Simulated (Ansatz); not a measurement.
CaZn: tetragonal deformation path

Computed with DFT LDA, scalar-relativistic, plane waves, PAW in Ansatz. Settings: plane waves to 420 eV, k-mesh 14×14×14 (Γ-centred), Gaussian smearing 0.15 eV. No spin polarisation. Energies are free energies at this smearing, counted from the undisturbed cell; pressure is positive in compression.

Zero of the scan (as given, not relaxed at this level; it stands at -3.1 GPa, and it needn't be the usual structure):

```
Ca Zn
1.0
     3.64868    0.00000    0.00000
     0.00000    3.64868    0.00000
     0.00000    0.00000    3.64868
Ca Zn
1 1
Direct
  0.00000 0.00000 0.00000
  0.50000 0.50000 0.50000
```

At fixed volume and fractional coordinates, lengths along (0.000, 0.000, 1.000) are scaled against those across it; ρ is that ratio over its starting value. The cell is metallic on the mesh throughout.

| ρ | ΔE (meV/atom) | pressure (GPa) |
| --- | --- | --- |
| 0.650 | 381.7 | -2.9 |
| 0.707 | 232.3 | -3.1 |
| 0.780 | 111.6 | -3.2 |
| 0.850 | 44.6 | -3.1 |
| 0.920 | 11.1 | -3.1 |
| 0.960 | 2.7 | -3.1 |
| 1.000 | 0.0 | -3.1 |
| 1.050 | 4.0 | -3.1 |
| 1.100 | 14.3 | -3.1 |
| 1.200 | 45.7 | -3.1 |
| 1.300 | 88.0 | -3.0 |
| 1.414 | 147.3 | -3.0 |
| 1.500 | 197.1 | -3.0 |